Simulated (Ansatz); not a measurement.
The relaxed structure here is a generated cell of KTaO3: the first start was made by placing the elements on the sites of a structure type, and the end was not matched to a known phase here, so it may be hypothetical. Known forms of KTaO3 include space group No. 221.

A relaxed structure of KTaO3. Space group R-3 (No. 148), AFLOW prototype AB3C_hR10_148_c_f_c (as in TiFeO3). All values below come from r2SCAN (plane waves to 500 eV, PAW, scalar-relativistic; Ansatz, an electronic-structure program).

```xyz
10
Lattice="2.7200 1.5704 5.9365 -2.7200 1.5704 5.9365 0.0000 -3.1408 5.9365" Properties=species:S:1:pos:R:3 pbc="T T T"
K      0.0000     0.0000     6.4308
K      0.0000     0.0000    11.3787
O     -1.1167    -1.9972    10.0567
O      2.2880     0.0315    10.0567
O     -1.1713     1.9657    10.0567
O      1.1167     1.9972     7.7528
O     -2.2880    -0.0315     7.7528
O      1.1713    -1.9657     7.7528
Ta     0.0000     0.0000     2.8083
Ta     0.0000     0.0000    15.0011
```

```yaml
volume_per_atom: 15.21 Å³
density: 5.85 g/cm³
band_gap: 5.09 eV, indirect (valence top at Γ, conduction bottom at S2) (no spin-orbit coupling)
smallest_direct_gap: 5.23 eV at S2
shortest_distances: O–Ta 1.93 Å; O–O 2.46 Å; K–O 2.64 Å; Ta–Ta 3.16 Å
k-mesh: 7×7×7
```

Band energies at high-symmetry points (eV from the VBM; labels of this space group; no spin-orbit coupling), from −5 eV up to 8.7 eV:

| point | energies |
|---|---|
| Γ | -4.24 -4.14 -3.83 -3.83 -3.04 -3.04 -2.93 -2.93 -1.96 -1.95 -1.95 -0.86 -0.59 -0.59 -0.58 -0.38 -0.38 0.00 5.31 5.51 5.83 5.83 6.06 6.27 6.27 8.42 |
| T | -4.28 -3.93 -3.86 -3.86 -3.03 -3.03 -3.00 -3.00 -1.90 -1.86 -1.86 -1.15 -0.64 -0.64 -0.60 -0.29 -0.29 -0.13 5.46 5.55 5.81 5.81 6.25 6.25 6.97 7.99 |
| H2 | -4.09 -4.02 -3.87 -3.73 -3.40 -3.32 -2.66 -2.43 -1.95 -1.83 -1.54 -1.19 -1.05 -0.81 -0.67 -0.60 -0.23 -0.14 5.11 5.40 5.42 6.01 6.27 6.62 7.82 8.02 |
| H0 | -4.09 -4.02 -3.87 -3.73 -3.40 -3.32 -2.66 -2.43 -1.95 -1.83 -1.54 -1.19 -1.05 -0.81 -0.67 -0.60 -0.23 -0.14 5.11 5.40 5.42 6.01 6.27 6.62 7.82 8.02 |
| L | -4.13 -3.96 -3.79 -3.67 -3.48 -3.36 -3.02 -2.27 -1.91 -1.54 -1.53 -1.18 -1.08 -0.80 -0.65 -0.62 -0.26 -0.23 5.21 5.45 5.52 5.59 6.40 6.63 7.72 7.94 |
| S0 | -4.11 -3.97 -3.84 -3.83 -3.38 -3.31 -2.64 -2.42 -1.97 -1.74 -1.61 -1.21 -1.09 -0.78 -0.68 -0.62 -0.21 -0.13 5.09 5.38 5.41 6.06 6.22 6.63 7.79 8.04 |
| S2 | -4.11 -3.97 -3.84 -3.83 -3.38 -3.31 -2.64 -2.42 -1.97 -1.74 -1.61 -1.21 -1.09 -0.78 -0.68 -0.62 -0.21 -0.13 5.09 5.38 5.41 6.06 6.22 6.63 7.79 8.04 |
| F | -4.17 -3.93 -3.76 -3.64 -3.49 -3.48 -2.92 -2.35 -1.91 -1.55 -1.53 -1.27 -1.07 -0.74 -0.66 -0.61 -0.25 -0.21 5.15 5.53 5.57 5.58 6.52 6.61 7.73 8.52 8.53 |

No spin polarisation in the result.

The run could not lose the symmetry of its start, so the end can be a saddle point.
